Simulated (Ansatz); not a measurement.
Sensitivity of the gradients in HfO2 with an O vacancy to the input

Cell: a supercell of HfO2 (fluorite type, Fm-3m) built from a Materials Project structure (computed, not necessarily an observed phase), with all atoms left at the host's positions.

```
Hf O
1.0
     0.00000    5.03216    5.03216
     5.03216    0.00000    5.03216
     5.03216    5.03216    0.00000
Hf O
8 15
Direct
  0.00000 0.00000 0.00000
  0.00000 0.00000 0.50000
  0.00000 0.50000 0.00000
  0.00000 0.50000 0.50000
  0.50000 0.00000 0.00000
  0.50000 0.00000 0.50000
  0.50000 0.50000 0.00000
  0.50000 0.50000 0.50000
  0.37500 0.37500 0.87500
  0.37500 0.87500 0.37500
  0.37500 0.87500 0.87500
  0.87500 0.37500 0.37500
  0.87500 0.37500 0.87500
  0.87500 0.87500 0.37500
  0.87500 0.87500 0.87500
  0.12500 0.12500 0.12500
  0.12500 0.12500 0.62500
  0.12500 0.62500 0.12500
  0.12500 0.62500 0.62500
  0.62500 0.12500 0.12500
  0.62500 0.12500 0.62500
  0.62500 0.62500 0.12500
  0.62500 0.62500 0.62500
```

Atoms are numbered from 1 in the order listed; like atoms form one site, named after its first atom.

Reference run. All values are calculated (Ansatz; DFT, PBE, plane waves and PAW, scalar-relativistic, collinear spin, 420 eV cutoff, Γ-centred 3×3×3 k-points, Fermi–Dirac smearing 0.01 eV), not measured. Start moments as typed (μB): 0 0 0 0.5 0 0.5 0.5 0.5 0 0 0 0 0 0 0 0 0 0 0 0 0 0 0 by atom.

**Question.** The input is changed as follows: `kpoints.mp_grid.grid`: [3, 3, 3] → [4, 4, 4]; `scf.occupations.width`: 0.01 → not typed; `scf.occupations.method`: fermi_dirac → tetrahedron; `hamiltonian.hubbard`: not typed → {sites: [{species: Hf, l: d, u_eff: 5.0}], double_counting: fll}. What happens to V_zz (10²¹ V/m²) and η?

**Answer.** 

| site | atom | V_zz reference | η reference | V_zz changed | η changed |
| --- | --- | --- | --- | --- | --- |
| Hf1 | 1 | 0.060 | 0.00 | 0.094 | 0.00 |
| Hf4 | 4 | 9.09 | 0.00 | 10.04 | 0.00 |
| O9 | 9 | 0.10 | 0.44 | 0.081 | 0.05 |
| O17 | 17 | 1.11 | 0.44 | 0.96 | 0.32 |

The largest change of V_zz is on Hf4, from 9.09 to 10.04. In per cent, |V_zz| changes by +10 on Hf, -14 on O (all sites that start above 0.5). Sites without a gradient aren't listed. Its pressure is 16 GPa, against 8 GPa in the reference run. SCF iterations: 12 and 17. New warnings: band table not solved further, stability check not made, tetrahedron derivatives may miss energy slope.

On the reference run: The defect repeats with the cell of 23 atoms, so it feels its images: sites between two images don't show the values beside a lone defect, and zeros or small values of η there can come from the images' arrangement. This high-symmetry form of HfO2 is unstable when cold, to shifts of the oxygen columns, towards the tetragonal form. The symmetry of the cell holds that distortion back, wholly or in part, and it would change the field gradients, the more the larger the distortion. Without spin–orbit coupling the gradients at and beside Hf can be off by some per cent, at some sites by more. The cell keeps the host's lattice, where the PBE pressure is 8 GPa. The start moments die out, and the run ends without spin. The neighbours have not yet relaxed around the defect (largest force 0.57 eV/Å), so a real crystal will differ.
